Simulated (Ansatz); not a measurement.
## InPd: computed property card

InPd:
```cif
data_InPd
_chemical_formula_sum 'In1 Pd1'
_space_group_name_H-M_alt 'Pm-3m'
_space_group_IT_number 221
_space_group_name_Hall '-P 4 2 3'
_cell_length_a 3.24718
_cell_length_b 3.24718
_cell_length_c 3.24718
_cell_angle_alpha 90.000
_cell_angle_beta 90.000
_cell_angle_gamma 90.000
loop_
_atom_site_label
_atom_site_type_symbol
_atom_site_symmetry_multiplicity
_atom_site_Wyckoff_symbol
_atom_site_fract_x
_atom_site_fract_y
_atom_site_fract_z
_atom_site_occupancy
In1 In 1 a 0.00000 0.00000 0.00000 1
Pd1 Pd 1 b 0.50000 0.50000 0.50000 1
```

Space group Pm-3m (No. 221), CsCl type; conventional cell a = b = c = 3.2472 Å, α = β = γ = 90.00°.

Method: plane-wave PAW PBEsol (Ansatz code). Structure relaxed to zero pressure with the same functional. Other levels are named where they apply.

**Cell and energy**

| Quantity | Value |
|---|---|
| Volume per atom | 17.12 Å³ |
| Density | 10.73 g/cm³ |
| Formation energy from the elements (no fitted shifts) | -51 kJ/mol of atoms |

**Electronic structure**

| Quantity | Result |
|---|---|
| Electronic character | metallic (no gap) |
| Density of states at the Fermi level | 0.35 states/eV per atom (mean over ±0.08 eV) |
| Gap with spin–orbit coupling | none (metallic) |

**Mechanics**

| Quantity | Result |
|---|---|
| Bulk modulus (Birch–Murnaghan fit) | 135 GPa |
| Pressure derivative B′ | 5.8 |
| Elastic constants (relaxed ions, GPa) | C11 = 158, C12 = 126, C44 = 56.6 |
| Mechanical stability | stable (all eigenvalues of C positive) |
| Hill bulk and shear moduli | 136 and 34.2 GPa |
| Young's modulus | 94.8 GPa |
| Poisson's ratio | 0.38 |
| Debye temperature from the elastic constants | 233 K |

**Phonons**

| Quantity | Result |
|---|---|
| Highest zone-centre frequency | 145 cm⁻¹ |
| Zone-centre stability | no imaginary mode at Γ |

Symmetry was held in the PBEsol relaxation. The run is not spin-polarised. As this level gives no gap, shear constants depend on the k-mesh and smearing (Fermi–Dirac, 0.1 eV here). As this level gives no gap, phonon frequencies hold no LO–TO term and depend on the k-mesh and smearing (Fermi–Dirac, 0.1 eV here). The references are the lowest solids computed at this level, not always the standard phases. Scalar-relativistic: spin–orbit coupling is off unless named, which matters more the heavier the elements.

Potentials: the later of the program's two PAW sets.
